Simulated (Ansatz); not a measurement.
# A run on GaN with an N vacancy

```yaml
crystal:
  lattice:
    - [6.36, 0.0, 0.0]
    - [-4.77, 8.261882352, 0.0]
    - [0.0, 0.0, 10.332]
  atoms:
    - { symbol: Ga, position: [0.1666666666, 0.2222222222, 0.0] }
    - { symbol: Ga, position: [0.1666666666, 0.2222222222, 0.5] }
    - { symbol: Ga, position: [0.1666666666, 0.5555555556, 0.0] }
    - { symbol: Ga, position: [0.1666666666, 0.5555555556, 0.5] }
    - { symbol: Ga, position: [0.1666666666, 0.8888888889, 0.0] }
    - { symbol: Ga, position: [0.1666666666, 0.8888888889, 0.5] }
    - { symbol: Ga, position: [0.6666666666, 0.2222222222, 0.0] }
    - { symbol: Ga, position: [0.6666666666, 0.2222222222, 0.5] }
    - { symbol: Ga, position: [0.6666666666, 0.5555555556, 0.0] }
    - { symbol: Ga, position: [0.6666666666, 0.5555555556, 0.5] }
    - { symbol: Ga, position: [0.6666666666, 0.8888888889, 0.0] }
    - { symbol: Ga, position: [0.6666666666, 0.8888888889, 0.5] }
    - { symbol: Ga, position: [0.3333333334, 0.1111111111, 0.25] }
    - { symbol: Ga, position: [0.3333333334, 0.1111111111, 0.75] }
    - { symbol: Ga, position: [0.3333333334, 0.4444444444, 0.25] }
    - { symbol: Ga, position: [0.3333333334, 0.4444444444, 0.75] }
    - { symbol: Ga, position: [0.3333333334, 0.7777777778, 0.25] }
    - { symbol: Ga, position: [0.3333333334, 0.7777777778, 0.75] }
    - { symbol: Ga, position: [0.8333333334, 0.1111111111, 0.25] }
    - { symbol: Ga, position: [0.8333333334, 0.1111111111, 0.75] }
    - { symbol: Ga, position: [0.8333333334, 0.4444444444, 0.25] }
    - { symbol: Ga, position: [0.8333333334, 0.4444444444, 0.75] }
    - { symbol: Ga, position: [0.8333333334, 0.7777777778, 0.25] }
    - { symbol: Ga, position: [0.8333333334, 0.7777777778, 0.75] }
    - { symbol: "N", position: [0.1666666666, 0.2222222222, 0.6875] }
    - { symbol: "N", position: [0.1666666666, 0.5555555556, 0.1875] }
    - { symbol: "N", position: [0.1666666666, 0.5555555556, 0.6875] }
    - { symbol: "N", position: [0.1666666666, 0.8888888889, 0.1875] }
    - { symbol: "N", position: [0.1666666666, 0.8888888889, 0.6875] }
    - { symbol: "N", position: [0.6666666666, 0.2222222222, 0.1875] }
    - { symbol: "N", position: [0.6666666666, 0.2222222222, 0.6875] }
    - { symbol: "N", position: [0.6666666666, 0.5555555556, 0.1875] }
    - { symbol: "N", position: [0.6666666666, 0.5555555556, 0.6875] }
    - { symbol: "N", position: [0.6666666666, 0.8888888889, 0.1875] }
    - { symbol: "N", position: [0.6666666666, 0.8888888889, 0.6875] }
    - { symbol: "N", position: [0.3333333334, 0.1111111111, 0.4375] }
    - { symbol: "N", position: [0.3333333334, 0.1111111111, 0.9375] }
    - { symbol: "N", position: [0.3333333334, 0.4444444444, 0.4375] }
    - { symbol: "N", position: [0.3333333334, 0.4444444444, 0.9375] }
    - { symbol: "N", position: [0.3333333334, 0.7777777778, 0.4375] }
    - { symbol: "N", position: [0.3333333334, 0.7777777778, 0.9375] }
    - { symbol: "N", position: [0.8333333334, 0.1111111111, 0.4375] }
    - { symbol: "N", position: [0.8333333334, 0.1111111111, 0.9375] }
    - { symbol: "N", position: [0.8333333334, 0.4444444444, 0.4375] }
    - { symbol: "N", position: [0.8333333334, 0.4444444444, 0.9375] }
    - { symbol: "N", position: [0.8333333334, 0.7777777778, 0.4375] }
    - { symbol: "N", position: [0.8333333334, 0.7777777778, 0.9375] }
total_charge: 3
kpoints:
  mp_grid: { grid: [4, 3, 2] }
scf:
  occupations: { method: fermi_dirac, width: 0.01 }
  max_iter: 80
hamiltonian:
  xc: pbe
  pseudopotentials: { kind: paw }
output:
  forces: true
  stress: true
  populations: true
  efg:
    quadrupole_moments_barn: { Ga: 0.107, "N": 0.02044 }
    contact_densities: true
magnetization:
  spin_polarized: "yes please"
```

```sh
ansatz run input.yaml --threads 4 --pin off --max-ram 8192MiB --backend cpu --events-out ev --progress --plain --runs-dir out
```

(1) What happens when this input is run?

## Answers

(1) The program refused the input. The input holds a value of the wrong type. The program says:

```
Error: YAML parse error: error: line 71 column 19: invalid boolean (strict mode expects true/false)
  --> <input>:71:19
   |
69 |     contact_densities: true
70 | magnetization:
71 |   spin_polarized: "yes please"
   |                   ^ invalid boolean (strict mode expects true/false)
```

Against a sound input the change was `magnetization.spin_polarized`: not typed → yes please; `scf.max_iter`: not typed → 80.

With the sound settings the run converges and gives V_zz (10²¹ V/m²) Ga1 14.52 (η 0.01), Ga2 -0.53 (η 0.11), Ga3 0.36 (η 0.65), Ga4 0.73 (η 0.46), Ga5 0.35 (η 0.60), Ga6 0.73 (η 0.45), among others; a site carries the number of its first atom in the input. The run isn't spin-polarised, and a state with spin may lie lower. The defect repeats with the cell of 47 atoms, so it feels its images: sites between two images don't show the values beside a lone defect, and zeros or small values of η there can come from the images' arrangement. Ga and N carry a gradient in the pure host already, so the values there aren't the defect's effect alone. A uniform background compensates the cell's charge. The defect cell has no gap above 0.1 eV on its mesh, so the values can hang on the smearing and the k-mesh. The cell keeps the host's lattice, where the PBE pressure is 9 GPa (in a charged cell this depends on the convention for the mean potential). The neighbours have not yet relaxed around the defect (largest force 0.79 eV/Å), so a real crystal will differ.
